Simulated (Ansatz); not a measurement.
Cl2 on the (111) surface of Au, space group Fm-3m (No. 225) (top face towards +c; held atoms: 1, 2, 3, 4), one molecule per 29.2 Å². Starting structure (upright, lowest atom Cl over a hollow Au-Au-Au site; the molecule's atoms stand last):

```xyz
14
Lattice="5.8028 0.0000 0.0000 -2.9014 5.0254 0.0000 0.0000 0.0000 24.7361" Properties=species:S:1:pos:R:3 pbc="T T T"
Au    1.4507    0.8376    8.0000
Au    0.0000    3.3502    8.0000
Au    4.3521    0.8376    8.0000
Au    2.9014    3.3502    8.0000
Au    2.9014    1.6751   10.4940
Au    1.4507    4.1878   10.4940
Au    0.0000    1.6751   10.4940
Au   -1.4507    4.1878   10.4940
Au   -1.4507    2.5127   12.9879
Au    0.0000    0.0000   12.9879
Au    1.4507    2.5127   12.9879
Au    2.9014    0.0000   12.9879
Cl    0.0000    1.6751   16.0479
Cl    0.0000    1.6751   18.0460
```

These are results of DFT PBE+D3(BJ), scalar-relativistic, plane waves, PAW (Ansatz 0.2.0), not measurements. Plane waves to 420 eV, a k mesh through Γ of 4×4×1 on the computed 14-atom cell and Gaussian smearing (0.10 eV); no spin polarisation. A dipole correction removes the field between periodic images along c.

E_ads is per molecule, from the clean relaxed slab and the free relaxed molecule; negative means bound; no zero-point or thermal terms, forces under 0.04 eV/Å, and the free molecule is spin-polarised where open-shell. Heights count from the highest slab atom.

(1) What does it relax to?

Each end is the local minimum that its start leads to.

## Answers

(1) E_ads = -0.49 eV; the molecule stays whole. Final structure after 7 steps:

```yaml
crystal:
  lattice:
    - [5.80279, 0.00000, 0.00000]
    - [-2.90140, 5.02536, 0.00000]
    - [0.00000, 0.00000, 24.73606]
  atoms:
    - { symbol: Au, position: [0.33333, 0.16667, 0.32341] }
    - { symbol: Au, position: [0.33333, 0.66667, 0.32341] }
    - { symbol: Au, position: [0.83333, 0.16667, 0.32341] }
    - { symbol: Au, position: [0.83333, 0.66667, 0.32341] }
    - { symbol: Au, position: [0.66665, 0.33330, 0.42342] }
    - { symbol: Au, position: [0.66665, 0.83335, 0.42342] }
    - { symbol: Au, position: [0.16667, 0.33333, 0.42318] }
    - { symbol: Au, position: [0.16670, 0.83335, 0.42342] }
    - { symbol: Au, position: [0.99926, 0.50074, 0.52259] }
    - { symbol: Au, position: [0.99926, 0.99852, 0.52259] }
    - { symbol: Au, position: [0.50148, 0.50074, 0.52259] }
    - { symbol: Au, position: [0.50000, 0.00000, 0.52235] }
    - { symbol: Cl, position: [0.16667, 0.33333, 0.62078] }
    - { symbol: Cl, position: [0.16667, 0.33333, 0.70701] }
```